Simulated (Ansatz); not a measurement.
Sr₂H₃I:
```yaml
crystal:
  lattice:
    - [4.23670, 0.00000, 0.00000]
    - [-2.11835, 3.66909, 0.00000]
    - [0.00000, 0.00000, 7.67295]
  atoms:
    - { symbol: Sr, position: [0.66667, 0.33333, 0.67853] }
    - { symbol: Sr, position: [0.33333, 0.66667, 0.32147] }
    - { symbol: H, position: [0.00000, 0.00000, 0.50000] }
    - { symbol: H, position: [0.66667, 0.33333, 0.35677] }
    - { symbol: H, position: [0.33333, 0.66667, 0.64323] }
    - { symbol: I, position: [0.00000, 0.00000, 0.00000] }
```

Relaxed with r²SCAN.

Map the electron localisation function on the plane through (0.667, 0.333, 0.679) spanned by u = [0, 0, 1] and v = [1, -1, 0] in lattice vectors, from DFT-r²SCAN in the program Ansatz with PAW potentials.

x is the fraction of u, y of v (the angle between them is 90°; rows are the nearest grid lines); atoms in the plane: Sr at (0.00, 0.00), Sr at (0.64, 0.67), H at (0.82, 0.33), H at (0.68, 0.00), H at (0.96, 0.67), I at (0.32, 0.33).
```
y \ x   0.000  0.0789  0.184  0.263  0.368  0.447  0.553  0.632  0.737  0.816  0.921   1.00
------  -----  ------  -----  -----  -----  -----  -----  -----  -----  -----  -----  -----
1.00    0.009   0.838  0.079  0.017  0.017  0.020  0.927   1.00  0.999  0.122  0.841  0.009
0.919   0.827   0.852  0.027  0.033  0.031  0.023  0.505  0.974  0.969  0.080  0.839  0.827
0.838   0.217   0.097  0.019  0.042  0.043  0.023  0.047  0.127  0.055  0.022  0.075  0.217
0.757   0.949   0.502  0.023  0.032  0.036  0.019  0.801  0.852  0.742  0.050  0.963  0.949
0.703    1.00   0.948  0.024  0.021  0.024  0.030  0.870  0.242  0.863  0.089  0.999   1.00
0.622    1.00   0.929  0.027  0.037  0.043  0.028  0.872  0.434  0.861  0.084  0.999   1.00
0.541   0.806   0.165  0.251  0.650  0.697  0.198  0.453  0.832  0.340  0.047  0.637  0.806
0.459   0.056   0.061  0.759  0.681  0.680  0.789  0.045  0.028  0.198  0.812  0.234  0.056
0.378   0.109   0.212  0.708  0.383  0.300  0.675  0.337  0.063  0.989   1.00  0.966  0.109
0.297   0.118   0.224  0.700  0.337  0.251  0.665  0.355  0.069  0.992   1.00  0.977  0.118
0.243   0.037   0.090  0.773  0.605  0.574  0.741  0.203  0.045  0.839  0.989  0.672  0.037
0.162   0.395   0.100  0.489  0.792  0.771  0.641  0.049  0.231  0.153  0.143  0.082  0.395
0.0811  0.843   0.861  0.032  0.212  0.229  0.061  0.515  0.990  0.964  0.084  0.851  0.843
0.000   0.009   0.838  0.079  0.017  0.017  0.020  0.927   1.00  0.999  0.122  0.841  0.009
```

The density is the valence pseudo-density with augmentation charge, so density and ELF within about 1 Å of a nucleus are not all-electron values.

Space group P-3m1. The workflow started from a Materials Project entry (that database holds measured and hypothetical structures alike); the Crystallography Open Database copy checked does not list it. Its standing as an ambient phase is unchecked. Symmetry was held in the r²SCAN relaxation; whether a distortion lowers the energy is not shown. Spin–orbit coupling is left out wherever it is not named.

Potentials: the later of the program's two PAW sets.
